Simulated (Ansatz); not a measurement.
CoLi₇Nb₇O₂₄Ti:
```
CoLi7Nb7O24Ti
1.0
   -0.70424    -9.14004     0.00000
   -5.55002     0.00000     0.00000
   -0.73288    -3.26705    -8.53980
Co Li Nb O Ti
1 7 7 24 1
Direct
  0.60331   0.42332   0.60232
  0.60920   0.94119   0.11646
  0.11161   0.94349   0.61084
  0.11065   0.43337   0.10722
  0.85966   0.43248   0.86027
  0.85516   0.94015   0.36159
  0.36057   0.94540   0.85199
  0.36417   0.42582   0.36014
  0.75178   0.99556   0.75140
  0.75062   0.50071   0.25049
  0.24931   0.50650   0.74689
  0.25487   0.99555   0.24955
  0.50121   0.49694   0.00270
  0.00194   0.00112   0.00196
  0.00254   0.50105   0.49694
  0.69700   0.72247   0.88845
  0.69479   0.22534   0.39088
  0.19422   0.23166   0.88937
  0.19486   0.72094   0.38861
  0.57098   0.05392   0.69521
  0.57049   0.54587   0.19408
  0.06827   0.54346   0.69491
  0.07251   0.04625   0.19401
  0.94411   0.05046   0.82113
  0.94526   0.54768   0.31889
  0.45161   0.54099   0.81656
  0.44126   0.04143   0.32372
  0.88958   0.85242   0.57048
  0.88852   0.35181   0.07149
  0.39137   0.34904   0.57004
  0.38974   0.84904   0.06845
  0.64001   0.22432   0.94722
  0.63359   0.71895   0.45043
  0.14043   0.72755   0.94430
  0.13626   0.22385   0.44655
  0.81509   0.35678   0.63593
  0.82056   0.85299   0.14086
  0.32033   0.84826   0.64033
  0.32074   0.34941   0.13937
  0.49381   0.99049   0.49998
```
Starting moments (μB, in the order of the atoms Co Li Li Li Li Li Li Li Nb Nb Nb Nb Nb Nb Nb O O O O O O O O O O O O O O O O O O O O O O O O Ti): 2.5 0.0 0.0 0.0 0.0 0.0 0.0 0.0 0.0 0.0 0.0 0.0 0.0 0.0 0.0 0.0 0.0 0.0 0.0 0.0 0.0 0.0 0.0 0.0 0.0 0.0 0.0 0.0 0.0 0.0 0.0 0.0 0.0 0.0 0.0 0.0 0.0 0.0 0.0 0.0.

Relaxed with PBE. Special points in fractions of this cell's reciprocal vectors: Γ (0.000, 0.000, 0.000); X (0.500, 0.000, 0.000); Y (0.000, 0.500, 0.000); Z (0.000, 0.000, 0.500); R (0.500, 0.500, 0.500); T (0.000, 0.500, 0.500); U (0.500, 0.000, 0.500); V (0.500, 0.500, 0.000).

Task: List the band energies nearest the valence-band maximum at these points for PBE (plane waves, PAW; program Ansatz).

Result: In eV from the valence-band maximum; about four levels below and three above (degenerate sets whole), none deeper than 8.9 eV; points with the same levels are listed once.

```tsv
k	below	above
Γ ↑	-1.34 -1.27 -0.69 -0.54	1.59 1.66 1.70
X ↑	-1.35 -1.25 -0.70 -0.55	1.56 1.62 1.65
Y ↑	-1.34 -1.32 -0.76 -0.74	1.84 1.87 1.92
Z ↑	-1.33 -1.26 -0.71 -0.57	1.59 1.59 1.65
R ↑	-1.35 -1.32 -0.74 -0.68	1.65 1.70 1.86
T ↑	-1.36 -1.31 -0.76 -0.71	1.59 1.64 1.92
U ↑	-1.34 -1.28 -0.70 -0.57	1.66 1.70 1.83
V ↑	-1.34 -1.33 -0.74 -0.71	1.57 1.66 1.96
Γ ↓	-1.97 -1.95 -0.06 -0.01	0.60 1.46 1.57
X ↓	-2.07 -1.99 -0.05 0.00	0.59 1.48 1.59
Y ↓	-2.13 -2.07 -0.06 -0.05	0.71 1.48 1.58
Z ↓	-2.05 -2.00 -0.05 -0.01	0.59 1.49 1.55
R ↓	-2.13 -2.08 -0.07 -0.05	0.68 1.54 1.60
T ↓	-2.06 -1.99 -0.07 -0.05	0.69 1.46 1.57
U ↓	-2.04 -1.98 -0.06 -0.01	0.59 1.53 1.63
V ↓	-2.05 -2.01 -0.06 -0.05	0.68 1.49 1.54
```

Space group P1. The start of the workflow was typed in or built on a structure type; neither database checked (COD, Materials Project) lists it. Whether it is the stable phase at ambient conditions was not checked. Symmetry was held in the PBE relaxation; its stability against distortions is not shown here. Magnetic state: ferromagnetic, the only order run, not a proven ground state. No Hubbard U is applied. Scalar-relativistic: spin–orbit coupling is off unless named, which matters more the heavier the elements.

Potentials: the later of the program's two PAW sets.
